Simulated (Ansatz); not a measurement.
The cell below belongs to a search over invented structures; it isn't taken from experiment.

Input and command of a plane-wave DFT calculation in Ansatz:

```yaml
crystal:
  lattice:
    - [3.9576770288, 0.0, 0.0]
    - [-1.9788385144, 3.4274488469, 0.0]
    - [0.0, 0.0, 17.0257771267]
  atoms:
    - { symbol: Si, position: [0.0, 0.0, 0.7154350833] }
    - { symbol: Si, position: [0.3333333333, 0.6666666667, 0.0964559294] }
    - { symbol: Bi, position: [0.0, 0.0, 0.3362721506] }
    - { symbol: Te, position: [0.6666666667, 0.3333333333, 0.6237407824] }
    - { symbol: Te, position: [0.3333333333, 0.6666666667, 0.8053351384] }
    - { symbol: Te, position: [0.0, 0.0, 0.0102758867] }
    - { symbol: Te, position: [0.6666666667, 0.3333333333, 0.1958715587] }
    - { symbol: Te, position: [0.3333333333, 0.6666666667, 0.4496134706] }
basis:
  ecutwfc: 420
kpoints:
  mp_grid: { grid: [12, 12, 2] }
hamiltonian:
  xc: pbe
scf:
  occupations: { method: gaussian, width: 0.1 }
output:
  forces: true
  stress: true
  eigenvalues: true
relax:
  adjacent_minimum: "off"
  f_tol: 0.01
  max_steps: 30
  cell: { stress_tol: 0.1, fix: [volume] }
```

```bash
ansatz run input.yaml --threads 1 --pin off --max-ram 2560MiB --backend cpu --events-out ev --progress --plain --runs-dir out
```

Processor: Intel(R) Xeon(R) Processor @ 2.50GHz (Skylake/Cascade Lake), 1 thread, on a host shared with other jobs.

Problem. Estimate time, memory and problem size.

Solution. About 8.5 min, peak memory 0.74 GiB. It solves 62 bands at 38 k points (after reduction by symmetry) with about 4557 plane waves, in 41 SCF iterations over 6 ionic steps.
